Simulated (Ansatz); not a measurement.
The relaxed structure here is a generated cell of Bi: the first start was made by placing the elements on the sites of a structure type, and the end was not matched to a known phase here, so it may be hypothetical. Known forms of Bi include space group No. 166.

A relaxed structure of Bi. Level of theory: r2SCAN (plane waves to 500 eV, PAW, scalar-relativistic; Ansatz, a program for electronic structure).

```xyz
4
Lattice="5.4104 0.0000 0.0000 -2.7052 4.6856 0.0000 0.0000 0.0000 7.0989" Properties=species:S:1:pos:R:3 pbc="T T T"
Bi     0.0000     3.1237     0.2567
Bi     2.7052     1.5619     3.8062
Bi     2.7052     1.5619     6.8421
Bi     0.0000     3.1237     3.2927
```

Task: Find the space group and the Wyckoff positions (tolerance 0.01 Å).

Result: Space group P6₃/mmc (No. 194); a = b = 5.410 Å, c = 7.099 Å, α = β = 90.00°, γ = 120.00°

```tsv
atom	site	symmetry	x	y	z
Bi	4f	3m.	0.3333	0.6667	0.0362
```

Task: Give the shortest distances between elements (the closest pairs, up to four, under 3.6 Å).

Result: Bi–Bi 3.04 Å.

```json
{
  "volume_per_atom": "44.99 Å³",
  "band_gap": "zero (metallic)"
}
```

No spin polarisation in the result.

The run could not lose the symmetry of its start: the end is stationary, and may be a saddle point rather than a minimum.
